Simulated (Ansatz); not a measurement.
# Au: from a starting cell to a relaxed one

The start is a relaxed Au cell displaced along its unstable phonon at q = (½, 0, 0) of its primitive reciprocal cell (31i cm⁻¹), largest move 0.15 Å. Cell shape, volume and atoms are optimised at zero target pressure with PBEsol (plane waves to 420 eV, PAW, scalar-relativistic; Ansatz, a program for electronic structure). The first steps use a coarse 6×12×12 k-mesh.

Input geometry:
```
CELL_PARAMETERS angstrom
      5.39079     0.00000     0.00000
      0.00000     2.69540     0.00000
      0.00000     0.00000     2.69540
ATOMIC_POSITIONS crystal
  Au 0.00000 0.00000 0.05565
  Au 0.50000 0.00000 0.94435
```

What is the largest force in the starting geometry, and on which atom (counted from 1)?

0.09 eV/Å, on Au1, Au2 (atoms numbered as listed).

Is the parent structure recovered?

It does not go back: it reaches P6/mmm (No. 191), AFLOW prototype A_hP1_191_a (A_f, as in Sn), 0.17 eV/atom below the parent.

Is the relaxed structure metallic? Give its gap.

No gap (metallic).

Give the final cell and atomic positions.


```cif
data_Au
_chemical_formula_sum 'Au1'
_space_group_name_H-M_alt 'P6/mmm'
_space_group_IT_number 191
_space_group_name_Hall '-P 6 2'
_cell_length_a 2.76998
_cell_length_b 2.76998
_cell_length_c 2.75189
_cell_angle_alpha 90.000
_cell_angle_beta 90.000
_cell_angle_gamma 120.000
loop_
_atom_site_label
_atom_site_type_symbol
_atom_site_symmetry_multiplicity
_atom_site_Wyckoff_symbol
_atom_site_fract_x
_atom_site_fract_y
_atom_site_fract_z
_atom_site_occupancy
Au1 Au 1 a 0.00000 0.00000 0.00000 1
```

Final values are on a 19×19×17 k-mesh of the relaxed cell. No spin polarisation in the result.

The run could not lose the symmetry of its start: the end is stationary, and may be a saddle point rather than a minimum.

The relaxed structure here is a generated cell of Au: the first start was made by placing the elements on the sites of a structure type, and the end was not matched to a known phase here, so it may be hypothetical. Known forms of Au include space group No. 225.
